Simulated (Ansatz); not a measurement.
**One relaxed cell of Zn₃Sb₄O₆F₆ at several levels**

A database entry relaxed whole under r2SCAN at zero pressure (I-43m, No. 217):

```yaml
crystal:
  lattice:
    - [-4.08361, 4.08361, 4.08361]
    - [4.08361, -4.08361, 4.08361]
    - [4.08361, 4.08361, -4.08361]
  atoms:
    - { symbol: Zn, position: [0.00000, 0.50000, 0.50000] }
    - { symbol: Zn, position: [0.50000, 0.00000, 0.50000] }
    - { symbol: Zn, position: [0.50000, 0.50000, 0.00000] }
    - { symbol: Sb, position: [0.32142, 0.00000, 0.00000] }
    - { symbol: Sb, position: [0.00000, 0.00000, 0.32142] }
    - { symbol: Sb, position: [0.00000, 0.32142, 0.00000] }
    - { symbol: Sb, position: [0.67858, 0.67858, 0.67858] }
    - { symbol: O, position: [0.00000, 0.75039, 0.75039] }
    - { symbol: O, position: [0.24961, 0.00000, 0.24961] }
    - { symbol: O, position: [0.00000, 0.24961, 0.24961] }
    - { symbol: O, position: [0.75039, 0.00000, 0.75039] }
    - { symbol: O, position: [0.24961, 0.24961, 0.00000] }
    - { symbol: O, position: [0.75039, 0.75039, 0.00000] }
    - { symbol: F, position: [0.25000, 0.75000, 0.50000] }
    - { symbol: F, position: [0.75000, 0.25000, 0.50000] }
    - { symbol: F, position: [0.50000, 0.25000, 0.75000] }
    - { symbol: F, position: [0.50000, 0.75000, 0.25000] }
    - { symbol: F, position: [0.75000, 0.50000, 0.25000] }
    - { symbol: F, position: [0.25000, 0.50000, 0.75000] }
```

Its volume is 14.34 Å³ an atom, +1.4 % against the entry's 14.14, a measured cell (2017, 293 K).

Single points on this cell with plane-wave PAW DFT (Ansatz 0.2.0; r2SCAN 500 eV, hybrids 420 eV; fermi-dirac occupations of width 0.020 eV; no moments): r2SCAN on a 6×6×6 Γ-centred mesh; r2SCAN with spin-orbit coupling on a 6×6×6 Γ-centred mesh; HSE06 on a 4×4×4 Γ-centred mesh; PBE0 on a 4×4×4 Γ-centred mesh.

Problem. How do gap, pressure and charges move from level to level?

Solution. The runs give:

```tsv
level	gap (eV), or kind	pressure (GPa)	Bader charge of Zn (e)	Bader charge of Sb (e)	Bader charge of O (e)	Bader charge of F (e)
r2SCAN	3.55	0.0	+1.49	+2.06	-1.30	-0.81
r2SCAN with spin-orbit coupling	3.51	0.0	+1.49	+2.06	-1.30	-0.81
HSE06	4.57	0.6	+1.50	+2.08	-1.31	-0.82
PBE0	5.29	0.5	+1.49	+2.08	-1.31	-0.82
```

Under r2SCAN the gap is 3.55 eV, over mesh and band path. HSE06 moves it by +1.02 eV and PBE0 by +1.74 eV; PBE0 keeps its exact exchange at long range, which widens the gap over HSE06's by 0.72 eV on their common mesh. Spin-orbit coupling moves the r2SCAN gap by -0.04 eV.

Caveats: the relaxation kept the start's symmetry; HSE06 is read on its mesh and at the zone's corners, PBE0 on its mesh alone; hybrid pressures are good to a few tenths of a GPa; pressure is positive in compression.
